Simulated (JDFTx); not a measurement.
**Report: Os(0001) in implicit electrolytes**

Os(0001) slab cut from bulk Os (space group P6_3/mmc, indices of the conventional cell, lattice of the Materials Project entry mp-49, not re-optimised): 4 atoms in 4 planes, a 1x1 cell of 6.53 Å² (|a| = 2.746, |b| = 2.746 Å), 6.4 Å between the outermost planes, cell height 22.5 Å, 10×10×1 k mesh, Fermi smearing 0.01 Ha, no spin polarisation.

All numbers are PBE, GBRV ultrasoft potentials, plane waves to 20/100 Ha results from JDFTx (a modified build), not measurements. Outer atoms relaxed in vacuum, keeping the start's symmetry. The same nuclei were then put into each liquid, at zero charge and at set potentials or charges. The model has bare, unreconstructed faces and no explicit solvent. The electron chemical potential μ is absolute (zero in the bulk liquid) and is turned into a potential by U = −μ/e − 4.44 V vs SHE, a convention. Convergence in thickness and k mesh wasn't tested for this slab.

In vacuum the work function is 5.29 eV, which would put the uncharged electrode at 0.85 V vs SHE if the liquid did nothing. Each liquid moves the Fermi level of the neutral slab, now counted from the bulk liquid: CANDLE, water, 1 M NaCl by 0.32 eV, to a potential of zero charge of 0.53 V; SaLSA, water, 1 M NaCl by 0.48 eV, to a potential of zero charge of 0.37 V; SCCS (g09 parameters), water, 1 M NaCl by 0.12 eV, to a potential of zero charge of 0.73 V. The models of water differ by 0.36 V among themselves.

Charging:

```json
[
 {"liquid": "CANDLE, water", "U − U_pzc (V)": "0.32", "σ (μC/cm²)": "4.3", "σ/(U − U_pzc) (μF/cm²)": "13", "Δγ (mJ/m²)": "-7"},
 {"liquid": "CANDLE, water", "U − U_pzc (V)": "0.52", "σ (μC/cm²)": "7.0", "σ/(U − U_pzc) (μF/cm²)": "13", "Δγ (mJ/m²)": "-18"},
 {"liquid": "CANDLE, water", "U − U_pzc (V)": "0.92", "σ (μC/cm²)": "13.0", "σ/(U − U_pzc) (μF/cm²)": "14", "Δγ (mJ/m²)": "-58"},
 {"liquid": "SCCS (g09 parameters), water", "U − U_pzc (V)": "-0.38", "σ (μC/cm²)": "-3.8", "σ/(U − U_pzc) (μF/cm²)": "10", "Δγ (mJ/m²)": "-7"},
 {"liquid": "SCCS (g09 parameters), water", "U − U_pzc (V)": "-0.18", "σ (μC/cm²)": "-1.8", "σ/(U − U_pzc) (μF/cm²)": "10", "Δγ (mJ/m²)": "-2"}
]
```

The mean capacitance runs from 10 to 14 μF/cm². Δγ, the grand free energy per area against the neutral surface, is negative throughout, since charging at a held potential lowers it. The cavity function reaches one half at 3.3 Å (CANDLE, water), 3.3 Å (SaLSA, water), 2.9 Å (SCCS (g09 parameters), water) above the top atoms; the models define their cavities differently. CANDLE's negatively charged runs are left out, as they depend on the cell height. No specific adsorption of ions or solvent is in these numbers.
